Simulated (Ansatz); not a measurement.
# Compressing Y₂C: a fit and a missing row

Y₂C, R-3m, a = 3.618 Å, c = 18.393 Å. The structure is a COD entry; whether it is the stable form wasn't checked. Ansatz: r2SCAN, PAW, 500 eV, Γ-centred 15×15×15 mesh on 3 atoms, Gaussian smearing 0.10 eV; no spin polarisation. Shape and atoms are relaxed at each volume; pressure is positive in compression.

| V (Å³/atom) | P (GPa) |
| --- | --- |
| 21.774 | ? |
| 22.469 | 2.08 |
| 23.164 | 0.01 |
| 23.858 | -1.79 |
| 24.553 | -3.31 |

**Question.** Take V0 = 23.164 Å³/atom, count pressures from its P0 = 0.01 GPa, fit the third-order Birch–Murnaghan form to the other rows, and predict the missing pressure.

**Answer.** With the Eulerian strain f = ½[(V0/V)^(2/3) − 1] and y = (P − P0)/[3f(1 + 2f)^(5/2)], the form is the line y = B0 + 1.5 B0 (B0′ − 4) f. Rows (f, y): 0.01026, 63.9; -0.00974, 64.7; -0.01904, 64.0. Means f = -0.006173, y = 64.200; Σ(Δf)² = 0.0004483, ΣΔfΔy = -0.004140; the slope is their ratio. y = 64.14 − 9.234 f GPa, so B0 = 64.1 GPa and B0′ = 4 + 2 × (-9.234)/(3 × 64.14) = 3.90. At V = 21.774, f = 0.02106, y = 63.95 and P = 4.49 GPa. The run gave 4.50 GPa, so the fit is 0.01 GPa too low, within the rms miss on the fitted rows (0.01 GPa). The form still works here, 33 % of the fitted range beyond its end.

Cost: 5 runs of about 18 core-minutes in all, on Intel Xeon Platinum 8259CL (Skylake/Cascade Lake) (shared hosts).